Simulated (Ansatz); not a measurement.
Q: Name crystals whose computed values (LDA in the plane-wave PAW code Ansatz) fall in these windows: highest Γ mode, no LO–TO term (cm⁻¹) 230 to 280; B₀ by P(V) fit (GPa) 91 to 110.

A: 

| crystal | highest Γ mode, no LO–TO term (cm⁻¹) | B₀ by P(V) fit (GPa) |
|---|---|---|
| Ga2Cu, P4/mmm (Ga on 2h, Cu on 1a) | 250 | 103 |
| ScAs, rock salt | 257 | 99.0 |
| ScGe, Cmcm (Sc on 4c, Ge on 4c) | 275 | 105 |
Others may fit too.

Standing as an ambient phase not checked: Ga2Cu, P4/mmm (Ga on 2h, Cu on 1a); ScAs, rock salt; ScGe, Cmcm (Sc on 4c, Ge on 4c). All cells were relaxed under the symmetry of their starts (and spin orders); stability against distortions was not tested throughout. Rows with no word on spin ran without spin polarisation. Spin–orbit coupling is left out wherever it is not named.

Potentials: the later of the program's two PAW sets.
